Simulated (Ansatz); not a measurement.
Relaxed Pb (fcc, Cu type):

```xyz
2
Lattice="0.0000 5.0341 5.0341 2.5171 2.5171 5.0341 2.5171 2.5171 0.0000" Properties=species:S:1:pos:R:3 pbc="T T T"
Pb     0.0000     0.0000     0.0000
Pb     2.5171     5.0341     2.5171
```

A phonon eigenvector at X = (0.5, 0.5, 0.0) is frozen into this cell: atom i moves by Q times the vector below, so Q is the largest atomic displacement, in Å. The cell is held. It is one choice among 2 degenerate patterns. (q is in reciprocal vectors of the primitive cell; the cell shown is doubled to hold the pattern.)

```
atom      x       y      z
----  -----  ------  -----
Pb1   0.000   1.000  0.000
Pb2   0.000  -1.000  0.000
```

These are PBE (plane waves to 420 eV, PAW, scalar-relativistic; Ansatz, an electronic-structure program) values and carry that method's errors. k mesh 16×16×16 (Γ-centred), Fermi-Dirac smearing 0.05 eV. E stands for the smeared free energy. With partly filled bands, energies and forces of such displacements shift with the k mesh and the smearing. Pb was relaxed with its symmetry unable to fall. Spin-orbit coupling is left out, though Pb is heavy. The PAW data are Ansatz's earlier set. The relaxed volume of Pb is well above the measured one; the method has no dispersion term. ΔE is measured from the undisplaced structure. The last digit holds for this mesh only.

| Q (Å) | ΔE (meV/cell) |
|---|---|
| -0.1000 | 12.18 |
| -0.0833 | 8.45 |
| -0.0667 | 5.41 |
| -0.0500 | 3.04 |
| -0.0333 | withheld |
| -0.0167 | 0.34 |
| 0.0000 | 0.00 |
| 0.0167 | 0.34 |
| 0.0333 | withheld |
| 0.0500 | 3.04 |
| 0.0667 | 5.41 |
| 0.0833 | 8.45 |
| 0.1000 | 12.18 |

Q: Fit an even polynomial form (powers 2, 4) to the given rows and predict ΔE at Q = 0.0333.

A: Least squares on the 11 given rows: ΔE = (1215)·Q² + (263.3)·Q⁴, in meV/cell with Q in Å; root-mean-square residual 0.003 meV/cell. At 0.0333 the fit gives 1.35 meV/cell; the calculation gives 1.35 meV/cell, the same to the digits shown. The quadratic term alone would give 1.35 meV/cell.

(A displaced cell: forces are minus the slopes of the energy, force constants its curvatures, and phonons follow from these.)
